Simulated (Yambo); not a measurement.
```xyz
3
Lattice="0.0000 3.6122 3.6122 3.6122 0.0000 3.6122 3.6122 3.6122 0.0000" Properties=species:S:1:pos:R:3 pbc="T T T"
S      0.0000     0.0000     0.0000
K      5.4183     5.4183     5.4183
K      1.8061     1.8061     1.8061
```

Workflow: PBEsol (Quantum ESPRESSO, PseudoDojo norm-conserving, 74 Ry, scalar-relativistic), then G0W0 in Yambo (4×4×4 Γ-centred k mesh, 180 bands and a 8 Ry block in the screening, 180 bands in G with the Bruneval-Gonze terminator, plasmon pole fitted at 27.2 eV).

Problem. Give the PBEsol and G0W0 gaps between the band edges found on this mesh, and say where the edges lie.

Solution. Edges: X → Γ. PBEsol: 2.46 eV; G0W0: 4.35 eV. Convergence of the G0W0 settings was not tested. 

Geometry strained from the cell relaxed with PBEsol, atoms relaxed again.
